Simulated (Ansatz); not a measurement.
Here is the system:

Starting cell, As (A7 type, space group R-3m):

```xyz
2
Lattice="1.8917 1.0922 3.3698 -1.8917 1.0922 3.3698 0.0000 -2.1844 3.3698" Properties=species:S:1:pos:R:3 pbc="T T T"
As     0.0000     0.0000     2.3280
As     0.0000     0.0000     7.7814
```

Scan: atom 2 (As, nearest neighbour As at 2.535 Å; its periodic images, 3.8 Å or more away, move with it) is displaced along Cartesian [110], direction (0.707, 0.707, 0.000) in Cartesian axes, by s. The other atoms stay.

Calculation: PBE-D3(BJ) (plane waves to 420 eV, PAW, scalar-relativistic; Ansatz, a quantum-chemistry and plane-wave program). k mesh 9×9×9 (Γ-centred), Fermi-Dirac smearing 0.05 eV. The energy includes the smearing's −TS. With partly filled bands, energies and forces of such displacements shift with the k mesh and the smearing. As was relaxed with its symmetry unable to fall. ΔE is measured from the undisplaced structure.

The scan covers s from -0.250 to 0.250 Å in 11 points.

Is this a single well or a double well?

A single well with its minimum at or next to zero displacement.

Is the energy the same for displacements of ±0.250 Å, and if not, which side lies higher?

Not even: the negative side lies higher at ±0.250 Å. With its periodic images moving along, the atom's site symmetry in this cell is 3m.

What force acts on the atom along the line at s = -0.250 Å?

1.21 eV/Å.

(A displaced cell: forces are minus the slopes of the energy, force constants its curvatures, and phonons follow from these.)
